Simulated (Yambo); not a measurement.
Yambo run on Rb₂NiF₆ (space group Fm-3m, No. 225). The wavefunctions come from this Quantum ESPRESSO step (PBEsol, PseudoDojo standard norm-conserving files, scalar-relativistic):

```
&CONTROL
  calculation = 'nscf'
  pseudo_dir = './pseudo'
  outdir = './out'
/
&SYSTEM
  ibrav = 0
  nat = 9
  ntyp = 3
  ecutwfc = 98.0
  ecutrho = 392.0
  occupations = 'fixed'
  force_symmorphic = .true.
  nbnd = 225
/
&ELECTRONS
  conv_thr = 9.000000000000001e-09
  diago_full_acc = .true.
  diago_thr_init = 1e-08
/
ATOMIC_SPECIES
F 18.9984 F.upf
Ni 58.6934 Ni.upf
Rb 85.4678 Rb.upf
CELL_PARAMETERS angstrom
  0.000000000000   4.179575000000   4.179575000000
  4.179575000000   0.000000000000   4.179575000000
  4.179575000000   4.179575000000   0.000000000000
ATOMIC_POSITIONS crystal
F   0.786350000000   0.213650000000   0.786350000000
F   0.213650000000   0.786350000000   0.213650000000
F   0.786350000000   0.213650000000   0.213650000000
F   0.213650000000   0.786350000000   0.786350000000
F   0.786350000000   0.786350000000   0.213650000000
F   0.213650000000   0.213650000000   0.786350000000
Ni   0.000000000000   0.000000000000   0.000000000000
Rb   0.750000000000   0.750000000000   0.750000000000
Rb   0.250000000000   0.250000000000   0.250000000000
K_POINTS automatic
2 2 2 0 0 0
```

Yambo input:

```
rim_cut
gw0
dyson
el_el_corr
HF_and_locXC
ppa
em1d
RandQpts= 1000000
RandGvec= 1 Ry
EXXRLvcs= 98 Ry
VXCRLvcs= 392 Ry
Chimod= "HARTREE"
% BndsRnXp
 5 | 222 |
%
NGsBlkXp= 7 Ry
% LongDrXp
 1.0 | 1.0 | 1.0 |
%
PPAPntXp= 27.2114 eV
% GbndRnge
 1 | 222 |
%
GTermKind= "BG"
DysSolver= "n"
ExtendOut
% QPkrange
 1 | 1 | 39 | 40 |
 2 | 2 | 39 | 40 |
 3 | 3 | 39 | 40 |
%
```

k points by index: 1 = Γ, 2 = L, 3 = X.

Resulting energies as the program prints them:

```
#    K-point    Band    Eo [eV]    E [eV]    E-Eo [eV]    Vxc [eV]    Vnlxc [eV]    Sc|Eo [eV]    Sc|E [eV]    dSc/dw|Eo [eV]    Re(Z)    Im(Z)
#
    1    39    -0.025561    -1.618255    -1.592694    -28.38554    -37.21552    6.735352    7.237286    -8.573786    0.760403    -0.002299
    1    40    1.924971    4.166423    2.241452    -29.06186    -23.97433    -2.158360    -2.846086    -8.348282    0.765224    -0.002392
    2    39    -0.025989    -1.607707    -1.581718    -28.54004    -37.41662    6.793116    7.294870    -8.630176    0.759206    -0.002298
    2    40    1.839570    4.061360    2.221790    -28.86215    -23.79147    -2.175131    -2.848888    -8.251071    0.767322    -0.002447
    3    39    0.000000    -1.575649    -1.575649    -28.72028    -37.64342    6.845874    7.347482    -8.660927    0.758556    -0.002258
    3    40    1.638375    3.808764    2.170389    -28.22379    -23.16301    -2.251859    -2.890392    -8.005073    0.772684    -0.002025
```
(The two width columns are left out.) Convergence of these settings isn't established.

Geometry of the Materials Project entry, not relaxed at this level.

The runs are not spin-polarised; magnetic order was not tried.
